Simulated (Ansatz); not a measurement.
One crystal and one scan (scan of one atom of the cell) at two levels, r2SCAN (plane waves to 500 eV, PAW, scalar-relativistic; Ansatz, a program for electronic structure) and PBE (plane waves to 420 eV, PAW, scalar-relativistic; Ansatz), each from its own relaxed cell and on its own mesh. The cell shown is that of r2SCAN.

Relaxed MgO (rock salt):

```
MgO
1.0
    0.00000     4.20438     4.20438
    2.10219     0.00000     2.10219
    2.10219     2.10219     0.00000
O Mg
2 2
Direct
  0.00000   0.00000   0.00000
  0.50000   0.00000   0.00000
  0.25000   0.50000   0.50000
  0.75000   0.50000   0.50000
```

In this cell atom 1 (O, nearest neighbour Mg at 2.102 Å; its periodic images, 3.0 Å or more away, move with it) is moved by s along Cartesian z, unit vector (0.000, 0.000, 1.000); all other atoms and the cell stay fixed.

E stands for the smeared free energy. MgO was relaxed with its symmetry unable to fall. (PBE) Left out: 2 of 11 points, with atoms too close for the PAW data. (r2SCAN) Left out: 2 of 11 points, with atoms too close for the PAW data. Percentages come from the unrounded values.

Results of r2SCAN:

```
Property                                                                                                                  Result
----------------------------------------------------------------  --------------------------------------------------------------
Lattice constant a (Å)                                                                                                     4.204
Force constant k = d²E/ds² at s = 0 (finite differences) (eV/Å²)                                                            8.73
Shape of the curve                                                a single well with its minimum at or next to zero displacement
```

Task: What does PBE give for the same quantities?

Result: 
```json
[
 {"quantity": "Lattice constant a (Å)", "PBE": "4.254", "r2SCAN − PBE": "-0.050 (-1.2 %)"},
 {"quantity": "Force constant k = d²E/ds² at s = 0 (finite differences) (eV/Å²)", "PBE": "7.51", "r2SCAN − PBE": "+1.22 (+16 %)"}
]
```

r2SCAN gives the higher value for: force constant k = d²E/ds² at s = 0. r2SCAN gives the lower value for: lattice constant a. Both give the same shape of the curve: a single well with its minimum at or next to zero displacement. Neither level is exact: the differences show how much the result hangs on the functional.

(A displaced cell: forces are minus the slopes of the energy, force constants its curvatures, and phonons follow from these.)
